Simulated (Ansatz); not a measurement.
**What strain does to SnC₃ (ordering on diamond)**

SnC₃ as one 4-atom ordering (R3m) on the diamond lattice, relaxed with r2SCAN in Ansatz. Space group R3m (No. 160), trigonal; conventional cell a = 3.134 Å, c = 15.514 Å, 11.00 Å³ an atom. C is surrounded by 3 C at 1.89 Å and 1 Sn at 2.16 Å; C is surrounded by 1 C at 1.46 Å and 3 Sn at 2.06 Å; C is surrounded by 4 C at 1.46–1.89 Å; Sn is surrounded by 4 C at 2.06–2.16 Å.

The axes x, y and z are those of this cell:
```
CELL_PARAMETERS angstrom
1.56695 0.90468 5.17135
-1.56695 0.90468 5.17135
0.00000 -1.80936 5.17135
ATOMIC_POSITIONS crystal
C 0.01426 0.01426 0.01426
C 0.47755 0.47755 0.47755
C 0.38333 0.38333 0.38333
Sn 0.87486 0.87486 0.87486
```

Unstrained: The HSE06 gap is direct at Γ: 0.600 eV. Meshes: HSE06 6×6×6. Strains are changes of length per length. After each strain the atoms were relaxed again with r2SCAN within the symmetry that the strain leaves, so tilts or polar shifts that break it weren't tested; points keep the names that they have in the unstrained zone. Simulation only: spin-unpolarised, and no claim that this is the phase found in nature.

Changes of the least gap in eV (an overlap counts as a negative gap):

| strain | volume change (%) | space group | HSE06 |
| --- | --- | --- | --- |
| biaxial -0.8 % in x and y, z held | -1.6 | R3m | +0.155 |

Biaxial -0.8 % in x and y, z held. HSE06: the gap goes from 0.600 to 0.755 eV (+0.155 eV).

Spin-orbit coupling is left out, which matters wherever the heavy atoms make up the band edges.
